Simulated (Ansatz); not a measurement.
Values for one crystal, relaxed and computed with the program Ansatz at the r²SCAN+D4 level (PAW); other levels are named.

| Quantity | Value |
|---|---|
| Volume per atom | 18.13 Å³ |
| Band gap | 1.03 eV (indirect) |
| Hill bulk and shear moduli | 54.8 and 37.4 GPa |
| Debye temperature from the elastic constants | 347 K |
| Static dielectric constant ε0 (ions relaxed, cell fixed) | 14.9 (xx = yy), 5.80 (zz) |
| Poisson's ratio | 0.22 |
| Smallest direct gap on the standard path | 1.79 eV |

Problem. Pick the material that matches.
A) PbS, P4/nmm (Pb on 2c, S on 2a)
B) MoS2, R3m (Mo on 3a, S on 3a, S on 3a)
C) PbS, rock salt
D) BeS, P6_422 (Be on 3c, S on 3d)

Solution. B, MoS2, R3m (Mo on 3a, S on 3a, S on 3a)

The cell was relaxed with r²SCAN+D4 under the symmetry of its start. No spin polarisation was allowed. Scalar-relativistic: spin–orbit coupling is off unless named, which matters more the heavier the elements.

Potentials: the earlier of the program's two PAW sets.
